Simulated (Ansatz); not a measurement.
Mg3SnO:
```
CELL_PARAMETERS angstrom
      4.34764     0.00000     0.00000
      0.00000     4.34764     0.00000
      0.00000     0.00000     4.34764
ATOMIC_POSITIONS crystal
  Sn 0.00000 0.00000 0.00000
  O  0.50000 0.50000 0.50000
  Mg 0.50000 0.50000 0.00000
  Mg 0.50000 0.00000 0.50000
  Mg 0.00000 0.50000 0.50000
```

Relaxed with r²SCAN.

Map the valence electron density (e/Å³), cut off at 2 on the plane through (0.000, 0.000, 0.000) spanned by u = [1, 0, 0] and v = [0, 1, 1] in lattice vectors, from r²SCAN in the plane-wave PAW code Ansatz.

x is the fraction of u, y of v (the angle between them is 90°; rows are the nearest grid lines); atoms in the plane: Sn at (0.00, 0.00), O at (0.50, 0.50), Mg at (0.00, 0.50).
```
y \ x   0.000  0.0909  0.182  0.273  0.364  0.455  0.545  0.636  0.727  0.818  0.909   1.00
------  -----  ------  -----  -----  -----  -----  -----  -----  -----  -----  -----  -----
1.00     2.00    2.00   1.36  0.311  0.152  0.098  0.098  0.152  0.311   1.36   2.00   2.00
0.935    2.00    2.00  0.805  0.278  0.146  0.098  0.098  0.146  0.278  0.805   2.00   2.00
0.839   0.515   0.422  0.280  0.177  0.117  0.089  0.089  0.117  0.177  0.280  0.422  0.515
0.774   0.231   0.210  0.165  0.124  0.098  0.085  0.085  0.098  0.124  0.165  0.210  0.231
0.677   0.122   0.112  0.098  0.106  0.161  0.241  0.241  0.161  0.106  0.098  0.112  0.122
0.613   0.539   0.200  0.106  0.181  0.488   1.10   1.10  0.488  0.181  0.106  0.200  0.539
0.548    2.00    2.00  0.193  0.332   1.44   2.00   2.00   1.44  0.332  0.193   2.00   2.00
0.452    2.00    2.00  0.193  0.332   1.44   2.00   2.00   1.44  0.332  0.193   2.00   2.00
0.387   0.539   0.200  0.106  0.181  0.488   1.10   1.10  0.488  0.181  0.106  0.200  0.539
0.323   0.122   0.112  0.098  0.106  0.161  0.241  0.241  0.161  0.106  0.098  0.112  0.122
0.226   0.231   0.210  0.165  0.124  0.098  0.085  0.085  0.098  0.124  0.165  0.210  0.231
0.161   0.515   0.422  0.280  0.177  0.117  0.089  0.089  0.117  0.177  0.280  0.422  0.515
0.0645   2.00    2.00  0.805  0.278  0.146  0.098  0.098  0.146  0.278  0.805   2.00   2.00
0.000    2.00    2.00   1.36  0.311  0.152  0.098  0.098  0.152  0.311   1.36   2.00   2.00
```

The density is the valence pseudo-density with augmentation charge, so density and ELF within about 1 Å of a nucleus are not all-electron values.

Space group Pm-3m (anti-perovskite). The start of the workflow was typed in or built on a structure type; neither database checked (COD, Materials Project) lists it. Whether it is the stable phase at ambient conditions was not checked. The cell was relaxed with r²SCAN under the symmetry of its start; whether a distortion lowers the energy is not shown. Scalar-relativistic: spin–orbit coupling is off unless named, which matters more the heavier the elements.

Potentials: the earlier of the program's two PAW sets.
